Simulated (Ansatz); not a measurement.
GaAs:
```cif
data_AsGa
_chemical_formula_sum 'As1 Ga1'
_space_group_name_H-M_alt 'P 1'
_space_group_IT_number 1
_cell_length_a 3.75059
_cell_length_b 3.75059
_cell_length_c 3.75059
_cell_angle_alpha 60.000
_cell_angle_beta 60.000
_cell_angle_gamma 60.000
loop_
_space_group_symop_operation_xyz
  'x, y, z'
loop_
_atom_site_label
_atom_site_type_symbol
_atom_site_fract_x
_atom_site_fract_y
_atom_site_fract_z
_atom_site_occupancy
As1 As 0.00000 0.00000 0.00000 1
Ga1 Ga 0.50000 0.50000 0.50000 1
```

Relaxed with PBEsol.

### Question
Which orbitals make up the states near the Fermi level in PBEsol (plane waves, PAW; program Ansatz)?

### Answer
Within 0.5 eV of the Fermi level: As 4p 67 %, Ga 4p 18 %, Ga 4s 10 %. Projections are on Löwdin-orthogonalised atomic valence shells; empty p or d shells of many metals are not among them.

### Question
Tabulate the density of states.

### Answer
States/eV per cell of 2 atoms, in 0.25 eV bins, energy from the Fermi level.

| E (eV) | total | As 4p | Ga 4p | Ga 4s |
|---|---|---|---|---|
| -7.85 | 0.05 | 0.03 | 0.00 | 0.02 |
| -7.60 | 0.24 | 0.13 | 0.01 | 0.11 |
| -7.35 | 0.38 | 0.19 | 0.02 | 0.16 |
| -7.10 | 0.50 | 0.24 | 0.03 | 0.21 |
| -6.85 | 0.65 | 0.30 | 0.04 | 0.28 |
| -6.60 | 0.90 | 0.40 | 0.05 | 0.40 |
| -6.35 | 0.86 | 0.37 | 0.05 | 0.37 |
| -6.10 | 0.78 | 0.33 | 0.05 | 0.32 |
| -5.85 | 0.73 | 0.31 | 0.07 | 0.27 |
| -5.60 | 0.82 | 0.37 | 0.16 | 0.18 |
| -5.35 | 0.42 | 0.18 | 0.04 | 0.11 |
| -5.10 | 0.51 | 0.23 | 0.09 | 0.12 |
| -4.85 | 0.55 | 0.26 | 0.11 | 0.12 |
| -4.60 | 0.62 | 0.29 | 0.15 | 0.12 |
| -4.35 | 0.63 | 0.31 | 0.16 | 0.12 |
| -4.10 | 0.67 | 0.34 | 0.18 | 0.11 |
| -3.85 | 0.70 | 0.36 | 0.19 | 0.10 |
| -3.60 | 0.73 | 0.39 | 0.21 | 0.09 |
| -3.35 | 0.76 | 0.41 | 0.22 | 0.08 |
| -3.10 | 0.82 | 0.46 | 0.24 | 0.07 |
| -2.85 | 0.92 | 0.53 | 0.27 | 0.07 |
| -2.60 | 1.08 | 0.65 | 0.32 | 0.06 |
| -2.35 | 1.05 | 0.63 | 0.31 | 0.06 |
| -2.10 | 1.01 | 0.62 | 0.29 | 0.06 |
| -1.85 | 1.00 | 0.62 | 0.27 | 0.06 |
| -1.60 | 0.99 | 0.62 | 0.26 | 0.06 |
| -1.35 | 0.97 | 0.62 | 0.25 | 0.07 |
| -1.10 | 0.97 | 0.62 | 0.24 | 0.07 |
| -0.85 | 0.96 | 0.62 | 0.22 | 0.07 |
| -0.60 | 0.97 | 0.64 | 0.21 | 0.08 |
| -0.35 | 0.97 | 0.64 | 0.20 | 0.09 |
| -0.10 | 0.99 | 0.67 | 0.18 | 0.09 |
| 0.15 | 1.10 | 0.77 | 0.18 | 0.10 |
| 0.40 | 0.73 | 0.45 | 0.13 | 0.11 |
| 0.65 | 0.44 | 0.16 | 0.13 | 0.12 |
| 0.90 | 0.44 | 0.13 | 0.14 | 0.13 |
| 1.15 | 0.49 | 0.15 | 0.16 | 0.14 |
| 1.40 | 0.55 | 0.17 | 0.17 | 0.15 |
| 1.65 | 0.63 | 0.21 | 0.19 | 0.18 |
| 1.90 | 0.85 | 0.31 | 0.24 | 0.23 |
| 2.15 | 0.97 | 0.38 | 0.25 | 0.27 |
| 2.40 | 0.52 | 0.15 | 0.19 | 0.14 |
| 2.65 | 0.43 | 0.09 | 0.18 | 0.10 |
| 2.90 | 0.49 | 0.13 | 0.15 | 0.11 |
| 3.15 | 0.48 | 0.06 | 0.29 | 0.04 |
| 3.40 | 0.57 | 0.05 | 0.41 | 0.02 |
| 3.65 | 0.95 | 0.08 | 0.65 | 0.02 |
| 3.90 | 1.06 | 0.11 | 0.64 | 0.03 |
| 4.15 | 1.10 | 0.13 | 0.61 | 0.03 |
| 4.40 | 1.09 | 0.15 | 0.55 | 0.04 |
| 4.65 | 1.06 | 0.17 | 0.48 | 0.05 |

Space group Fm-3m (rock salt). The start of the workflow was typed in or built on a structure type; neither database checked (COD, Materials Project) lists it. It is not the phase usual at ambient conditions (space group No. 216). The cell was relaxed with PBEsol under the symmetry of its start; its stability against distortions is not shown here. Spin–orbit coupling is left out wherever it is not named.

Potentials: the earlier of the program's two PAW sets. The files were generated under PBE; for other functionals the program regenerates the frozen cores, and for LDA and PBEsol the local potential too.
